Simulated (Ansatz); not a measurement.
Input and command of a plane-wave DFT calculation in Ansatz:

```yaml
crystal:
  lattice:
    - [4.2446593277, 0.0, 0.0]
    - [0.0, 4.2446593277, 0.0]
    - [0.0, 0.0, 4.2446593277]
  atoms:
    - { symbol: Ca, position: [0.0, 0.0, 0.0] }
    - { symbol: Ta, position: [0.0, 0.5, 0.5] }
    - { symbol: Ta, position: [0.5, 0.0, 0.5] }
    - { symbol: Ta, position: [0.5, 0.5, 0.0] }
basis:
  ecutwfc: 420
kpoints:
  mp_grid: { grid: [4, 4, 4] }
hamiltonian:
  xc: pbe
scf:
  occupations: { method: gaussian, width: 0.1 }
  lower_state_search: "off"
output:
  forces: true
  stress: true
  eigenvalues: true
relax:
  adjacent_minimum: "off"
  f_tol: 0.04
  max_steps: 70
  cell: { stress_tol: 0.4 }
```

```bash
ansatz run input.yaml --threads 1 --pin off --max-ram 2560MiB --backend cpu --events-out ev --progress --plain --runs-dir out
```

Processor: Arm Neoverse V1, 1 thread, on a host shared with other jobs.

Problem. Estimate time, memory and problem size.

Solution. About 8.4 s on 1 thread of Arm Neoverse V1, on a shared host, peak memory 0.32 GiB. It solves 30 bands at 10 k points (the mesh reduced by the symmetry that the task leaves, which can be less than the crystal's) with about 1575 plane waves (on the last cell), in 30 SCF iterations over 5 ionic steps.
